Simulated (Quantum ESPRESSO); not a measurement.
NMR parameters of SiO$_{2}$ (changed cell)

```
CELL_PARAMETERS angstrom
      4.96412     0.00000     0.00000
     -2.48206     4.29905     0.00000
      0.00000     0.00000     5.32267
ATOMIC_POSITIONS crystal
  Si 0.53212 0.53212 0.00000
  Si 0.46788 0.00000 0.33333
  Si 0.00000 0.46788 0.66667
  O  0.26975 0.41203 0.78151
  O  0.58797 0.85772 0.11484
  O  0.14228 0.73025 0.44817
  O  0.41203 0.26975 0.21849
  O  0.85772 0.58797 0.88516
  O  0.73025 0.14228 0.55183
```
The cell was made here from a computed Materials Project entry: strained by -2 % along the unique axis and by +1 % across it, atoms relaxed (PBE without dispersion, pw.x of a modified build of Quantum ESPRESSO, symmetry kept). The parent is SiO2 in P3₁21. Stability against distortions was not tested.

Shieldings are absolute and leave out the bulk-susceptibility term; a larger σ means a smaller chemical shift. By our sweeps, such settings leave a few ppm in absolute σ. No d partial waves on Si: the paramagnetic term there is incompletely reconstructed. The structure is static (0 K, no zero-point motion).

**Question.** What do the calculations give at each independent site (shieldings by GIPAW with PBE in Quantum ESPRESSO, on JTH PAW datasets, 22.5 Ha, k-mesh 3×3×3 shifted, f-sum rule met within 0.004 %)?

**Answer.** 
| site | site symmetry | σ_iso (ppm) |
|---|---|---|
| Si (atoms 1, 2, 3) | 2 | 435 |
| O (atoms 4, 5, 6, 7, 8, 9) | 1 | 209 |
